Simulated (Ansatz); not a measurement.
Geometry optimisation in Ansatz: input, command and trajectory.

```yaml
crystal:
  lattice:
    - [5.1223382397, 0.0, 0.0]
    - [0.0, 6.9449996308, 0.0]
    - [0.0, 0.0, 7.9914122463]
  atoms:
    - { symbol: Si, position: [0.25, 0.2257673805, 0.0969889936] }
    - { symbol: Si, position: [0.75, 0.7742326195, 0.9030110064] }
    - { symbol: Si, position: [0.75, 0.2257673805, 0.9030110064] }
    - { symbol: Si, position: [0.25, 0.7742326195, 0.0969889936] }
    - { symbol: Si, position: [0.25, 0.5, 0.3883546148] }
    - { symbol: Si, position: [0.75, 0.5, 0.6116453852] }
    - { symbol: O, position: [0.0, 0.2984631214, 0.0] }
    - { symbol: O, position: [0.5, 0.7015368786, 0.0] }
    - { symbol: O, position: [0.0, 0.7015368786, 0.0] }
    - { symbol: O, position: [0.5, 0.2984631214, 0.0] }
    - { symbol: O, position: [0.25, 0.0, 0.1104008421] }
    - { symbol: O, position: [0.75, 0.0, 0.8895991579] }
    - { symbol: O, position: [0.25, 0.3096303801, 0.2799358817] }
    - { symbol: O, position: [0.75, 0.6903696199, 0.7200641183] }
    - { symbol: O, position: [0.75, 0.3096303801, 0.7200641183] }
    - { symbol: O, position: [0.25, 0.6903696199, 0.2799358817] }
    - { symbol: O, position: [0.5, 0.5, 0.5] }
    - { symbol: O, position: [0.0, 0.5, 0.5] }
basis:
  ecutwfc: 420
kpoints:
  mp_grid: { grid: [4, 4, 4] }
hamiltonian:
  xc: lda
scf:
  occupations: { method: gaussian, width: 0.02 }
output:
  forces: true
  stress: true
  eigenvalues: true
relax:
  adjacent_minimum: "off"
  f_tol: 0.01
  max_steps: 30
  cell: { stress_tol: 0.1, fix: [volume] }
```

```bash
ansatz run input.yaml --threads 4 --pin off --max-ram 10240MiB --backend cpu --events-out ev --progress --plain --runs-dir out
```

Method: DFT LDA, scalar-relativistic, plane waves, PAW in Ansatz.

The volume is held at 0.91 times that of the relaxed cell.

Of 7 frames 6 are shown, positions in Å and forces in eV/Å; the SCF threshold varies from step to step. Steps run on the plane waves of an earlier cell, with a Pulay correction in the pressure. The basis is chosen afresh for the last frame, the zero of the energies, and at times for earlier ones too; energy and pressure can step there, also at an unchanged geometry. Where two frames share a geometry here, they differ by under 2 meV/atom and 0.3 GPa.

```xyz
18
Lattice="5.1223 0.0000 0.0000 0.0000 6.9450 0.0000 0.0000 0.0000 7.9914" Properties=species:S:1:pos:R:3:forces:R:3 pbc="T T T" step=1 free_energy_over_end_meV_per_atom=4.67 pressure_GPa=10.05
Si    1.2806    1.5680    0.7751    0.0000    0.0591    0.0153
Si    3.8418    5.3770    7.2163    0.0000   -0.0591   -0.0153
Si    3.8418    1.5680    7.2163    0.0000    0.0591   -0.0153
Si    1.2806    5.3770    0.7751    0.0000   -0.0591    0.0153
Si    1.2806    3.4725    3.1035    0.0000    0.0000   -0.0270
Si    3.8418    3.4725    4.8879    0.0000    0.0000    0.0270
O     0.0000    2.0728    0.0000    0.0000    0.3863    0.0000
O     2.5612    4.8722    0.0000    0.0000   -0.3863    0.0000
O     0.0000    4.8722    0.0000    0.0000   -0.3863    0.0000
O     2.5612    2.0728    0.0000    0.0000    0.3863    0.0000
O     1.2806    0.0000    0.8823    0.0000    0.0000    0.0650
O     3.8418    0.0000    7.1092    0.0000    0.0000   -0.0650
O     1.2806    2.1504    2.2371    0.0000   -0.2912    0.2534
O     3.8418    4.7946    5.7543    0.0000    0.2912   -0.2534
O     3.8418    2.1504    5.7543    0.0000   -0.2912   -0.2534
O     1.2806    4.7946    2.2371    0.0000    0.2912    0.2534
O     2.5612    3.4725    3.9957    0.0000    0.0000    0.0000
O     0.0000    3.4725    3.9957    0.0000    0.0000    0.0000
18
Lattice="5.1311 0.0000 0.0000 0.0000 6.9189 0.0000 0.0000 0.0000 8.0078" Properties=species:S:1:pos:R:3:forces:R:3 pbc="T T T" step=2 free_energy_over_end_meV_per_atom=3.01 pressure_GPa=9.43
Si    1.2828    1.5711    0.7737    0.0000   -0.0063   -0.0200
Si    3.8483    5.3478    7.2341    0.0000    0.0063    0.0200
Si    3.8483    1.5711    7.2341    0.0000   -0.0063    0.0200
Si    1.2828    5.3478    0.7737    0.0000    0.0063   -0.0200
Si    1.2828    3.4594    3.1133    0.0000    0.0000   -0.0467
Si    3.8483    3.4594    4.8945    0.0000    0.0000    0.0467
O     0.0000    2.0823    0.0000    0.0000    0.2768    0.0000
O     2.5656    4.8366    0.0000    0.0000   -0.2768    0.0000
O     0.0000    4.8366    0.0000    0.0000   -0.2768    0.0000
O     2.5656    2.0823    0.0000    0.0000    0.2768    0.0000
O     1.2828    0.0000    0.8754    0.0000    0.0000   -0.0078
O     3.8483    0.0000    7.1324    0.0000    0.0000    0.0078
O     1.2828    2.1380    2.2439    0.0000   -0.2796    0.2005
O     3.8483    4.7809    5.7639    0.0000    0.2796   -0.2005
O     3.8483    2.1380    5.7639    0.0000   -0.2796   -0.2005
O     1.2828    4.7809    2.2439    0.0000    0.2796    0.2005
O     2.5656    3.4594    4.0039    0.0000    0.0000    0.0000
O     0.0000    3.4594    4.0039    0.0000    0.0000    0.0000
18
Lattice="5.1417 0.0000 0.0000 0.0000 6.8547 0.0000 0.0000 0.0000 8.0662" Properties=species:S:1:pos:R:3:forces:R:3 pbc="T T T" step=3 free_energy_over_end_meV_per_atom=1.81 pressure_GPa=7.63
Si    1.2854    1.5737    0.7649    0.0000    0.0933    0.2836
Si    3.8563    5.2809    7.3013    0.0000   -0.0933   -0.2836
Si    3.8563    1.5737    7.3013    0.0000    0.0933   -0.2836
Si    1.2854    5.2809    0.7649    0.0000   -0.0933    0.2836
Si    1.2854    3.4273    3.1476    0.0000    0.0000   -0.8613
Si    3.8563    3.4273    4.9187    0.0000    0.0000    0.8613
O     0.0000    2.1058    0.0000    0.0000    0.0459    0.0000
O     2.5709    4.7489    0.0000    0.0000   -0.0459    0.0000
O     0.0000    4.7489    0.0000    0.0000   -0.0459    0.0000
O     2.5709    2.1058    0.0000    0.0000    0.0459    0.0000
O     1.2854    0.0000    0.8448    0.0000    0.0000   -0.1808
O     3.8563    0.0000    7.2214    0.0000    0.0000    0.1808
O     1.2854    2.0923    2.2657    0.0000    0.1764    0.1661
O     3.8563    4.7624    5.8005    0.0000   -0.1764   -0.1661
O     3.8563    2.0923    5.8005    0.0000    0.1764   -0.1661
O     1.2854    4.7624    2.2657    0.0000   -0.1764    0.1661
O     2.5709    3.4273    4.0331    0.0000    0.0000    0.0000
O     0.0000    3.4273    4.0331    0.0000    0.0000    0.0000
18
Lattice="5.1456 0.0000 0.0000 0.0000 6.9013 0.0000 0.0000 0.0000 8.0056" Properties=species:S:1:pos:R:3:forces:R:3 pbc="T T T" step=4 free_energy_over_end_meV_per_atom=0.16 pressure_GPa=7.03
Si    1.2864    1.5811    0.7624    0.0000   -0.0735   -0.0686
Si    3.8592    5.3202    7.2432    0.0000    0.0735    0.0686
Si    3.8592    1.5811    7.2432    0.0000   -0.0735    0.0686
Si    1.2864    5.3202    0.7624    0.0000    0.0735   -0.0686
Si    1.2864    3.4506    3.1057    0.0000    0.0000    0.1229
Si    3.8592    3.4506    4.9000    0.0000    0.0000   -0.1229
O     0.0000    2.1244    0.0000    0.0000   -0.0009    0.0000
O     2.5728    4.7769    0.0000    0.0000    0.0009    0.0000
O     0.0000    4.7769    0.0000    0.0000    0.0009    0.0000
O     2.5728    2.1244    0.0000    0.0000   -0.0009    0.0000
O     1.2864    0.0000    0.7897    0.0000    0.0000    0.0138
O     3.8592    0.0000    7.2159    0.0000    0.0000   -0.0138
O     1.2864    2.0965    2.2622    0.0000    0.0632    0.0028
O     3.8592    4.8048    5.7434    0.0000   -0.0632   -0.0028
O     3.8592    2.0965    5.7434    0.0000    0.0632   -0.0028
O     1.2864    4.8048    2.2622    0.0000   -0.0632    0.0028
O     2.5728    3.4506    4.0028    0.0000    0.0000    0.0000
O     0.0000    3.4506    4.0028    0.0000    0.0000    0.0000
18
Lattice="5.1591 0.0000 0.0000 0.0000 6.8950 0.0000 0.0000 0.0000 7.9920" Properties=species:S:1:pos:R:3:forces:R:3 pbc="T T T" step=5 free_energy_over_end_meV_per_atom=0.05 pressure_GPa=7.16
Si    1.2898    1.5795    0.7569    0.0000    0.0083    0.0148
Si    3.8693    5.3154    7.2351    0.0000   -0.0083   -0.0148
Si    3.8693    1.5795    7.2351    0.0000    0.0083   -0.0148
Si    1.2898    5.3154    0.7569    0.0000   -0.0083    0.0148
Si    1.2898    3.4475    3.1054    0.0000    0.0000   -0.0072
Si    3.8693    3.4475    4.8866    0.0000    0.0000    0.0072
O     0.0000    2.1221    0.0000    0.0000    0.0004    0.0000
O     2.5796    4.7729    0.0000    0.0000   -0.0004    0.0000
O     0.0000    4.7729    0.0000    0.0000   -0.0004    0.0000
O     2.5796    2.1221    0.0000    0.0000    0.0004    0.0000
O     1.2898    0.0000    0.7865    0.0000    0.0000   -0.0001
O     3.8693    0.0000    7.2055    0.0000    0.0000    0.0001
O     1.2898    2.0981    2.2562    0.0000   -0.0040   -0.0041
O     3.8693    4.7969    5.7358    0.0000    0.0040    0.0041
O     3.8693    2.0981    5.7358    0.0000   -0.0040    0.0041
O     1.2898    4.7969    2.2562    0.0000    0.0040   -0.0041
O     2.5796    3.4475    3.9960    0.0000    0.0000    0.0000
O     0.0000    3.4475    3.9960    0.0000    0.0000    0.0000
18
Lattice="5.1552 0.0000 0.0000 0.0000 6.8948 0.0000 0.0000 0.0000 7.9983" Properties=species:S:1:pos:R:3:forces:R:3 pbc="T T T" step=7 free_energy_over_end_meV_per_atom=0.00 pressure_GPa=7.18
Si    1.2888    1.5796    0.7587    0.0000   -0.0015   -0.0048
Si    3.8664    5.3151    7.2396    0.0000    0.0015    0.0048
Si    3.8664    1.5796    7.2396    0.0000   -0.0015    0.0048
Si    1.2888    5.3151    0.7587    0.0000    0.0015   -0.0048
Si    1.2888    3.4474    3.1073    0.0000    0.0000    0.0005
Si    3.8664    3.4474    4.8911    0.0000    0.0000   -0.0005
O     0.0000    2.1219    0.0000    0.0000    0.0012    0.0000
O     2.5776    4.7729    0.0000    0.0000   -0.0012    0.0000
O     0.0000    4.7729    0.0000    0.0000   -0.0012    0.0000
O     2.5776    2.1219    0.0000    0.0000    0.0012    0.0000
O     1.2888    0.0000    0.7889    0.0000    0.0000    0.0036
O     3.8664    0.0000    7.2094    0.0000    0.0000   -0.0036
O     1.2888    2.0982    2.2578    0.0000   -0.0001    0.0003
O     3.8664    4.7966    5.7406    0.0000    0.0001   -0.0003
O     3.8664    2.0982    5.7406    0.0000   -0.0001   -0.0003
O     1.2888    4.7966    2.2578    0.0000    0.0001    0.0003
O     2.5776    3.4474    3.9992    0.0000    0.0000    0.0000
O     0.0000    3.4474    3.9992    0.0000    0.0000    0.0000
```

Time: 110 s on 4 threads of Intel(R) Xeon(R) Processor @ 2.50GHz (Skylake/Cascade Lake), with other jobs on the host, peak memory 0.96 GiB.